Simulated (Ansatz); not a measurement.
GaP (zinc blende)

```
CELL_PARAMETERS angstrom
      0.00000     5.45138     5.45138
      2.72569     0.00000     2.72569
      2.72569     2.72569     0.00000
ATOMIC_POSITIONS crystal
  P  0.37500 0.75000 0.75000
  P  0.87500 0.75000 0.75000
  Ga 0.00000 0.00000 0.00000
  Ga 0.50000 0.00000 0.00000
```

The atoms are displaced by Q × the pattern below (from a DFPT mode at L = (0.5, 0.0, 0.0), largest move 1; Q in Å), at fixed cell. (q is in reciprocal vectors of the primitive cell; the cell shown is doubled to hold the pattern.)

```tsv
atom	x	y	z
P1	-0.099	0.099	0.099
P2	0.099	-0.099	-0.099
Ga3	-0.577	0.577	0.577
Ga4	0.577	-0.577	-0.577
```

Method: r2SCAN (plane waves to 500 eV, PAW, scalar-relativistic; Ansatz, a program for electronic structure). k mesh 5×10×10 (Γ-centred), Fermi-Dirac smearing 0.05 eV. E stands for the smeared free energy. GaP was relaxed with its symmetry unable to fall. The zero of ΔE is the undisplaced structure.

```
Q (Å)    ΔE (meV/cell)
-------  -------------
-0.2800           1115
-0.2333            775
-0.1867            496
-0.1400       withheld
-0.0933            124
-0.0467             31
0.0000               0
0.0467              31
0.0933             124
0.1400        withheld
0.1867             496
0.2333             775
0.2800            1115
```

Q: Fit an even polynomial form (powers 2, 4) to the given rows and predict ΔE at Q = -0.1400.

A: Least squares on the 11 given rows: ΔE = (14250)·Q² + (-344.7)·Q⁴, in meV/cell with Q in Å; root-mean-square residual 0.2 meV/cell. At -0.1400 the fit gives 279 meV/cell; the calculation gives 279 meV/cell, the same to the digits shown. The quadratic term alone would give 279 meV/cell.

(A displaced cell: forces are minus the slopes of the energy, force constants its curvatures, and phonons follow from these.)
